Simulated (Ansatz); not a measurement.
Starting cell, Y (hcp, Mg type):

```xyz
4
Lattice="7.3114 0.0000 0.0000 -1.8278 3.1659 0.0000 3.6557 0.0000 5.6788" Properties=species:S:1:pos:R:3 pbc="T T T"
Y      7.3114     2.1106     4.2591
Y      3.6557     2.1106     4.2591
Y      1.8278     1.0553     1.4197
Y      5.4835     1.0553     1.4197
```

A phonon eigenvector at L = (0.5, 0.0, 0.5) is frozen into this cell: atom i moves by Q times the vector below, so Q is the largest atomic displacement, in Å. The cell is held. It is one choice among 2 degenerate patterns. (q is in reciprocal vectors of the primitive cell; the cell shown is doubled to hold the pattern.)

```json
[
 {"atom": "Y1", "x": "-0.109", "y": "-0.063", "z": "0.446"},
 {"atom": "Y2", "x": "0.109", "y": "0.063", "z": "-0.446"},
 {"atom": "Y3", "x": "0.865", "y": "0.499", "z": "-0.056"},
 {"atom": "Y4", "x": "-0.865", "y": "-0.499", "z": "0.056"}
]
```

Calculation: PBE (plane waves to 420 eV, PAW, scalar-relativistic; Ansatz, a first-principles code). k mesh 15×15×15 (Γ-centred), Fermi-Dirac smearing 0.05 eV. Energies are smeared free energies. With partly filled bands, energies and forces of such displacements shift with the k mesh and the smearing. The PAW data are Ansatz's earlier set. Y is run without spin polarisation. Y was relaxed with its symmetry unable to fall. The zero of ΔE is the undisplaced structure. The last digit holds for this mesh only.

| Q (Å) | ΔE (meV/cell) |
|---|---|
| -0.180 | 241.0 |
| -0.150 | 164.7 |
| -0.120 | 104.0 |
| -0.090 | withheld |
| -0.060 | 25.5 |
| -0.030 | 6.3 |
| 0.000 | 0.0 |
| 0.030 | 6.3 |
| 0.060 | 25.5 |
| 0.090 | withheld |
| 0.120 | 104.0 |
| 0.150 | 164.7 |
| 0.180 | 241.0 |

Task: Fit an even polynomial form (powers 2, 4) to the given rows and predict ΔE at Q = 0.090.

Result: Least squares on the 11 given rows: ΔE = (7049)·Q² + (12040)·Q⁴, in meV/cell with Q in Å; root-mean-square residual 0.03 meV/cell. At 0.090 the fit gives 57.9 meV/cell; the calculation gives 57.8 meV/cell, so the interpolation is off by 0.1 (+0.2 %). The quadratic term alone would give 57.1 meV/cell.

(For displaced atoms, the force is minus the slope of the energy, and its curvature is a force constant, which sets phonon frequencies.)
